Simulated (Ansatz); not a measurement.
Steps from a short run of molecular dynamics on a 2×2×1 supercell (16 atoms) of MgCdS2 (ordering on rocksalt), relaxed with r2SCAN; forces from r2SCAN in Ansatz 0.2.0, 2×2×2 mesh, Fermi-Dirac smearing of 0.146 eV, a Langevin thermostat at fixed volume, set at 1700 K. Classical nuclei, no spin polarisation; a few dozen steps show the first response, not equilibrium. The structure comes from a prototype and may be hypothetical.

Cell vectors in Å:
```
7.5660 0.0000 0.0000
0.0000 7.5660 0.0000
0.0000 0.0000 5.3524
```

Q: At 4 fs the positions in Å are
```
Mg   0.029   0.040   0.038
S    0.009   0.025   2.708
Cd   1.882   1.884   2.692
S    1.909   1.906  -0.002
Mg   0.031   3.742   0.011
S   -0.027   3.751   2.661
Cd   1.902   5.687   2.641
S    1.856   5.683   0.013
Mg   3.781  -0.046  -0.002
S    3.808  -0.011   2.632
Cd   5.680   1.908   2.677
S    5.642   1.924  -0.043
Mg   3.762   3.825  -0.016
S    3.778   3.780   2.706
Cd   5.669   5.646   2.686
S    5.677   5.680  -0.018
```
What are the forces, and how far does the free energy (smearing included) lie above that of step 0, with the atoms on their sites?

A: 3.6 meV an atom; forces in eV/Å:
```
Mg  -0.183  -0.036  -0.058
S    0.023  -0.191  -0.107
Cd   0.132   0.004  -0.060
S   -0.041  -0.065   0.077
Mg  -0.178   0.075  -0.051
S    0.211   0.269   0.004
Cd  -0.093  -0.052   0.178
S    0.080  -0.017  -0.218
Mg   0.110   0.146  -0.044
S   -0.081   0.023   0.115
Cd  -0.110  -0.133  -0.144
S    0.115  -0.131   0.311
Mg   0.123  -0.098   0.066
S   -0.215   0.068  -0.147
Cd   0.099   0.105  -0.088
S    0.007   0.031   0.165
```

Q: At 8 fs the positions in Å are
```
Mg   0.065   0.077   0.077
S    0.017   0.052   2.736
Cd   1.868   1.878   2.702
S    1.923   1.927  -0.003
Mg   0.060   3.702   0.024
S   -0.049   3.723   2.641
Cd   1.912   5.696   2.601
S    1.823   5.686   0.024
Mg   3.773  -0.080   0.000
S    3.833  -0.028   2.585
Cd   5.691   1.930   2.677
S    5.600   1.961  -0.083
Mg   3.742   3.863  -0.024
S    3.776   3.785   2.735
Cd   5.664   5.624   2.694
S    5.679   5.679  -0.048
```
What are the forces, and how far does the free energy (smearing included) lie above that of step 0, with the atoms on their sites?

A: 14.7 meV an atom; forces in eV/Å:
```
Mg  -0.378  -0.087  -0.129
S    0.054  -0.386  -0.190
Cd   0.325   0.043  -0.088
S   -0.060  -0.173   0.116
Mg  -0.381   0.178  -0.115
S    0.425   0.539   0.010
Cd  -0.143  -0.075   0.391
S    0.142   0.005  -0.452
Mg   0.244   0.238  -0.116
S   -0.170   0.117   0.247
Cd  -0.301  -0.307  -0.265
S    0.256  -0.283   0.591
Mg   0.252  -0.166   0.111
S   -0.453   0.058  -0.297
Cd   0.182   0.184  -0.198
S    0.007   0.115   0.382
```

Q: At 18 fs the positions in Å are
```
Mg   0.169   0.168   0.167
S    0.032   0.084   2.807
Cd   1.851   1.867   2.712
S    1.946   1.973  -0.001
Mg   0.137   3.602   0.027
S   -0.076   3.676   2.593
Cd   1.921   5.691   2.506
S    1.734   5.702   0.052
Mg   3.746  -0.147  -0.008
S    3.900  -0.075   2.481
Cd   5.707   1.970   2.674
S    5.472   2.052  -0.169
Mg   3.697   3.935  -0.043
S    3.799   3.817   2.788
Cd   5.655   5.571   2.718
S    5.695   5.647  -0.098
```
What are the forces, and how far does the free energy (smearing included) lie above that of step 0, with the atoms on their sites?

A: 69.1 meV an atom; forces in eV/Å:
```
Mg  -0.828  -0.334  -0.262
S    0.141  -0.562  -0.359
Cd   0.687   0.111  -0.103
S    0.067  -0.488   0.153
Mg  -1.042   0.605  -0.202
S    0.917   0.904   0.018
Cd  -0.107  -0.047   1.038
S    0.367  -0.003  -1.132
Mg   0.610   0.333  -0.303
S   -0.475   0.413   0.555
Cd  -0.668  -0.768  -0.530
S    0.668  -0.672   1.199
Mg   0.539  -0.175   0.225
S   -1.206  -0.134  -0.646
Cd   0.447   0.419  -0.453
S   -0.119   0.398   0.802
```

Q: At 26 fs the positions in Å are
```
Mg   0.235   0.206   0.215
S    0.041   0.061   2.874
Cd   1.849   1.842   2.712
S    1.987   1.996   0.002
Mg   0.176   3.523   0.044
S   -0.065   3.654   2.557
Cd   1.922   5.676   2.445
S    1.647   5.717   0.048
Mg   3.728  -0.184  -0.019
S    3.991  -0.076   2.425
Cd   5.724   2.008   2.665
S    5.361   2.111  -0.206
Mg   3.707   3.968  -0.072
S    3.825   3.846   2.826
Cd   5.656   5.515   2.726
S    5.724   5.630  -0.109
```
What are the forces, and how far does the free energy (smearing included) lie above that of step 0, with the atoms on their sites?

A: 123.5 meV an atom; forces in eV/Å:
```
Mg  -1.034  -0.467  -0.282
S    0.254  -0.384  -0.540
Cd   0.829   0.089  -0.068
S    0.052  -0.722   0.171
Mg  -1.430   0.972  -0.314
S    1.180   0.920   0.109
Cd   0.082   0.025   1.395
S    0.774  -0.111  -1.376
Mg   0.795   0.356  -0.404
S   -0.842   0.434   0.695
Cd  -0.847  -1.149  -0.555
S    1.178  -0.988   1.355
Mg   0.472   0.007   0.422
S   -1.835  -0.264  -0.998
Cd   0.674   0.758  -0.534
S   -0.302   0.524   0.922
```

Q: At 28 fs the positions in Å are
```
Mg   0.249   0.210   0.227
S    0.043   0.052   2.891
Cd   1.848   1.835   2.710
S    2.000   1.998   0.006
Mg   0.181   3.508   0.056
S   -0.057   3.654   2.550
Cd   1.923   5.674   2.431
S    1.624   5.718   0.045
Mg   3.728  -0.190  -0.022
S    4.009  -0.072   2.413
Cd   5.728   2.016   2.664
S    5.338   2.122  -0.214
Mg   3.710   3.970  -0.080
S    3.826   3.850   2.832
Cd   5.659   5.501   2.728
S    5.728   5.627  -0.103
```
What are the forces, and how far does the free energy (smearing included) lie above that of step 0, with the atoms on their sites?

A: 134.9 meV an atom; forces in eV/Å:
```
Mg  -1.063  -0.478  -0.287
S    0.262  -0.310  -0.581
Cd   0.854   0.075  -0.028
S   -0.013  -0.751   0.141
Mg  -1.463   1.022  -0.367
S    1.173   0.861   0.160
Cd   0.134   0.036   1.456
S    0.884  -0.141  -1.407
Mg   0.809   0.355  -0.426
S   -0.886   0.406   0.742
Cd  -0.853  -1.199  -0.559
S    1.315  -1.064   1.385
Mg   0.431   0.080   0.474
S   -1.917  -0.264  -1.064
Cd   0.682   0.841  -0.512
S   -0.348   0.531   0.874
```

Q: At 32 fs the positions in Å are
```
Mg   0.272   0.218   0.244
S    0.053   0.037   2.915
Cd   1.843   1.820   2.701
S    2.033   2.012   0.015
Mg   0.187   3.487   0.067
S   -0.036   3.668   2.538
Cd   1.930   5.669   2.408
S    1.587   5.728   0.021
Mg   3.730  -0.202  -0.031
S    4.035  -0.061   2.391
Cd   5.737   2.035   2.660
S    5.299   2.127  -0.228
Mg   3.723   3.971  -0.089
S    3.810   3.855   2.838
Cd   5.671   5.478   2.729
S    5.742   5.626  -0.092
```
What are the forces, and how far does the free energy (smearing included) lie above that of step 0, with the atoms on their sites?

A: 150.0 meV an atom; forces in eV/Å:
```
Mg  -1.078  -0.445  -0.292
S    0.218  -0.169  -0.664
Cd   0.921   0.081   0.054
S   -0.244  -0.841   0.084
Mg  -1.458   1.088  -0.445
S    1.065   0.672   0.239
Cd   0.177   0.081   1.409
S    1.108  -0.207  -1.271
Mg   0.812   0.357  -0.452
S   -0.900   0.317   0.812
Cd  -0.834  -1.235  -0.557
S    1.583  -1.153   1.388
Mg   0.343   0.231   0.536
S   -1.840  -0.221  -1.149
Cd   0.582   0.949  -0.461
S   -0.456   0.495   0.767
```
